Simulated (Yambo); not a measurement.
G0W0@PBEsol for GaSe (space group P6_3/mmc, No. 194) in Yambo. Reference settings: 3×3×1 Γ-centred k mesh, bands 21 to 315 and a 7 Ry block in the screening, 315 bands in G with the Bruneval-Gonze terminator, plasmon pole fitted at 27.2 eV. The PBEsol gap Γ → Γ on this mesh is 0.71 eV; G0W0 gaps are taken between the same points.

With and without the terminator, as bands are cut:

```tsv
bands in G (in W)	gap, terminator (eV)	gap, none (eV)	valence shift, terminator (eV)	valence shift, none (eV)
135 (315)	1.660	1.664	-0.831	-0.429
212 (315)	1.658	1.666	-0.888	-0.702
315 (315)	1.655	1.659	-0.910	-0.824
```

Over this range the gap spans 0.005 eV with the terminator and 0.007 eV without, the valence shift 0.079 eV and 0.395 eV. Neither column has reached its limit for certain.

The standard potentials for Ga, Se keep a d shell in the valence without the s and p states of that shell. In tests on such compounds this moved G0W0 gaps by up to about 0.9 eV, so absolute quasiparticle energies here are unreliable; differences between settings are what counts.

Spin-orbit coupling is not included.

Geometry relaxed with PBE+D3(BJ); primitive cell a = 3.7766 Å, b = 3.7766 Å, c = 15.9318 Å, α = 90.00°, β = 90.00°, γ = 120.00°.

A shift is the quasiparticle energy of the state minus its PBEsol energy.
